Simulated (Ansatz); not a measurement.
# Every step of a relaxation of Sb (hcp type)

DFT, PBEsol, PAW with Ansatz's default frozen-core files, scalar-relativistic (Ansatz 0.2.0); a Γ-centred 13×13×7 k mesh, Fermi–Dirac smearing of 0.1 eV, no spin polarisation. The run relaxes shape and atoms at held volume.

Command: `ansatz run input.yaml --threads 1 --pin off --max-ram 2048MiB --backend cpu --events-out ev --progress --plain --runs-dir out` It took 12 s on 1 thread of Arm Neoverse V2, with other jobs on the host, peak memory 0.33 GiB.

PAW: frozen-core files, cutoff 420 eV; forces are relaxed below 0.005 eV/Å.

Each step lists its free energy a cell above the last geometry, the pressure, the cell vectors (Å), and Cartesian positions (Å) with forces (eV/Å).

The first step:

```
step 1  dF = 21.24 meV  P = 112.3 GPa
  cell 2.8697 0.0000 0.0000  -1.4349 2.4853 0.0000  0.0000 0.0000 4.3958
  Sb 0.0000 1.6568 1.0989   0.0000 0.0000 0.0000
  Sb 1.4349 0.8284 3.2968   0.0000 0.0000 0.0000
```

Spin–orbit coupling is left out, which matters for the heavy atoms. The PAW files were made under PBE. The structure type is held throughout; the real material can change phase at far lower pressure.

The symmetry of the start is kept and no stability test is made, so the end need not be the stable phase.

Task: Where does the relaxation end, and by which steps?

Result: After 4 geometries, with conventional a, b, c = 2.831, 2.831, 4.518 Å, at 15.675 Å³/atom and 111.7 GPa in space group P6_3/mmc, with a shortest distance of 2.788 Å. The further steps:
```
step 2  dF = 4.06 meV  P = 111.7 GPa
  cell 2.8154 0.0000 0.0000  -1.4077 2.4382 0.0000  0.0000 0.0000 4.5671
  Sb 0.0000 1.6255 1.1418   0.0000 0.0000 0.0000
  Sb 1.4077 0.8127 3.4253   0.0000 0.0000 0.0000
step 3  dF = 0.21 meV  P = 111.7 GPa
  cell 2.8336 0.0000 0.0000  -1.4168 2.4540 0.0000  0.0000 0.0000 4.5085
  Sb 0.0000 1.6360 1.1271   0.0000 0.0000 0.0000
  Sb 1.4168 0.8180 3.3814   0.0000 0.0000 0.0000
step 4  dF = 0.00 meV  P = 111.7 GPa
  cell 2.8307 0.0000 0.0000  -1.4154 2.4515 0.0000  0.0000 0.0000 4.5178
  Sb 0.0000 1.6343 1.1294   0.0000 0.0000 0.0000
  Sb 1.4154 0.8172 3.3883   0.0000 0.0000 0.0000
step 5  dF = -0.10 meV  P = 111.7 GPa  (same geometry on a basis chosen anew; earlier energies don't compare to the last digit)
  cell 2.8307 0.0000 0.0000  -1.4154 2.4515 0.0000  0.0000 0.0000 4.5178
  Sb 0.0000 1.6343 1.1294   0.0000 0.0000 0.0000
  Sb 1.4154 0.8172 3.3883   0.0000 0.0000 0.0000
```
